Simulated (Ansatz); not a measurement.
# BaHCl: do energies and stresses tell the same story?

The calculation used DFT LDA, scalar-relativistic, plane waves, PAW in Ansatz.

Plane waves to 420 eV, a k mesh through Γ of 6×6×4 on the computed 6-atom cell and Gaussian smearing (0.02 eV); no spin polarisation.

Relaxed cell: P4/nmm, a = 4.287 Å, b = 4.287 Å, c = 6.957 Å, α = 90.00°, β = 90.00°, γ = 90.00°, 6 atoms in the primitive cell. Whether it is the stable form of this composition wasn't checked.

Energies at zero smearing and pressures from the stress tensor, at volumes with shape and atoms relaxed:
| V (Å³/atom) | E − E(first) (meV/atom) | P (GPa) |
| --- | --- | --- |
| 20.031 | 0.00 | 2.93 |
| 20.670 | -8.43 | 1.34 |
| 21.310 | -11.02 | -0.01 |
| 21.949 | -8.58 | -1.18 |
| 22.588 | -1.84 | -2.18 |

Task: Check P = −dE/dV between neighbouring volumes, and get the bulk modulus from the pressures alone.

Result: With 1 eV/Å³ = 160.2 GPa:
```tsv
middle V (Å³/atom)	−ΔE/ΔV (GPa)	mean P (GPa)
20.351	2.113	2.137
20.990	0.648	0.667
21.629	-0.610	-0.594
22.269	-1.690	-1.679
```

The two differ by 0.02 GPa at most. The mean of two end pressures misses the average over a step by about ΔV² P″/12, up to 0.02 GPa here; with that taken off 0.00 GPa remains. Around V = 21.310 Å³/atom, the two neighbours give B = −V ΔP/ΔV = 21.310 × 2.52 / 1.279 = 42.0 GPa, against B0 = 41.9 GPa from the Birch–Murnaghan fit of the energies.

Cost: 6 runs of about 3.1 core-minutes in all, on Arm Neoverse V1 (shared hosts).